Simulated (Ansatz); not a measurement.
## Re3B, a database entry at a rescaled volume

```
B Re
1.0
     2.89106    0.00000    0.00000
     1.44553   -4.65821    0.00000
     0.00000    0.00000   -7.26066
B Re
2 6
Cartesian
  2.8911 -2.3850 -5.4455
  1.4455 -2.2732 -1.8152
  1.4455 -0.6876 -5.4455
  2.8911 -3.9707 -1.8152
  1.4455 -3.4051 -6.8105
  2.8911 -1.2531 -3.1802
  2.8911 -1.2531 -0.4502
  1.4455 -3.4051 -4.0805
```

Method: m-r2SCAN, no spin polarisation; PAW, plane waves to 500 eV, 10×10×4 Γ-centred mesh, fermi-dirac occupations (width 0.1 eV) (Ansatz 0.2.0), atoms fixed.

(1) Give the Bader charges.

(2) Is there a gap?

(3) What do density and ELF say about some of the short contacts?

(4) Which atom feels the largest force, and which way?

Origin: a database entry at a rescaled volume. Caveats: m-r2SCAN is r2SCAN with a changed spin dependence that lowers moments.

## Answers

(1) Bader charges in e: Re +0.20, B -0.59. In the mean Re gives up most and B takes most.

(2) It is a metal, with about 4.5 states/eV a cell as the mean within 0.25 eV of the Fermi level, mostly Re d (92 %).

(3) B–Re at 2.23 Å: least valence density 0.58 e/Å³ and ELF 0.52 there. These are pseudo-fields; inside the PAW spheres they differ from the all-electron ones.

(4) The largest is on Re6 (and as large on other atoms): 0.30 eV/Å, components (0.00, 0.17, 0.25). It makes 75° with the line to a nearest neighbour, B2 at 2.23 Å.
